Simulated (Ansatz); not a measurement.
Ru (hcp, Mg type)

```
Ru
1.0
    2.72203     0.00000     0.00000
   -1.36102     2.35735     0.00000
    0.00000     0.00000     4.29074
Ru
2
Cartesian
  0.00000   1.57157   3.21805
  1.36102   0.78578   1.07268
```

Scan: atom 1 (Ru, nearest neighbour Ru at 2.659 Å; its periodic images, 2.7 Å or more away, move with it) is displaced towards the nearest neighbour, direction (-0.512, -0.295, -0.807) in Cartesian axes, by s. The other atoms stay.

These are PBE (plane waves to 420 eV, PAW, scalar-relativistic; Ansatz, a quantum-chemistry and plane-wave program) values and carry that method's errors. k mesh 16×16×9 (Γ-centred), Fermi-Dirac smearing 0.05 eV. Left out: 1 of 11 points, with atoms too close for the PAW data. With partly filled bands, energies and forces of such displacements shift with the k mesh and the smearing. F⊥ is the part of the force across the line. Ru is run without spin polarisation. Ru was relaxed with its symmetry unable to fall. The PAW data are Ansatz's earlier set. 

| s (Å) | |F⊥| (eV/Å) |
|---|---|
| -0.530 | 2.729 |
| -0.424 | 1.744 |
| -0.318 | 1.064 |
| -0.212 | 0.561 |
| -0.106 | 0.217 |
| 0.000 | 0.000 |
| 0.106 | 0.237 |
| 0.212 | (withheld) |
| 0.318 | (withheld) |
| 0.424 | 1.779 |

Question: Complete the blanks.

Answer: 
- 0.212, |F⊥| (eV/Å): 0.621
- 0.318, |F⊥| (eV/Å): 1.144

(For displaced atoms, the force is minus the slope of the energy, and its curvature is a force constant, which sets phonon frequencies.)
